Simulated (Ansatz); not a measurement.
Relaxed Se (trigonal-Se type, space group P3_121):

```
Se
1.0
    9.01316     0.00000     0.00000
   -2.25329     3.90281     0.00000
    0.00000     0.00000     4.98884
Se
6
Direct
  0.10844   0.00000   0.83333
  0.60844   0.00000   0.83333
  0.00000   0.21689   0.16667
  0.50000   0.21689   0.16667
  0.39156   0.78311   0.50000
  0.89156   0.78311   0.50000
```

All values below come from r2SCAN (plane waves to 500 eV, PAW, scalar-relativistic; Ansatz, a first-principles code). k mesh 7×7×6 (Γ-centred), Fermi-Dirac smearing 0.05 eV. Se was relaxed with its symmetry unable to fall. The PAW data are Ansatz's earlier set.

One atom of the cell was then moved (with its periodic images), all else fixed, and the forces (eV/Å) came out as:

```csv
atom,Fx,Fy,Fz
Se1,2.029,0.668,1.034
Se2,-0.022,-0.010,0.010
Se3,-0.430,0.510,0.120
Se4,-0.046,-0.125,-0.015
Se5,0.054,0.037,-0.001
Se6,-1.584,-1.078,-1.148
```

**Question.** Which atom was moved, and by which vector (Å)?

**Answer.** Se1, by (-0.20, -0.20, 0.00), 0.28 Å in all.

(For displaced atoms, the force is minus the slope of the energy, and its curvature is a force constant, which sets phonon frequencies.)
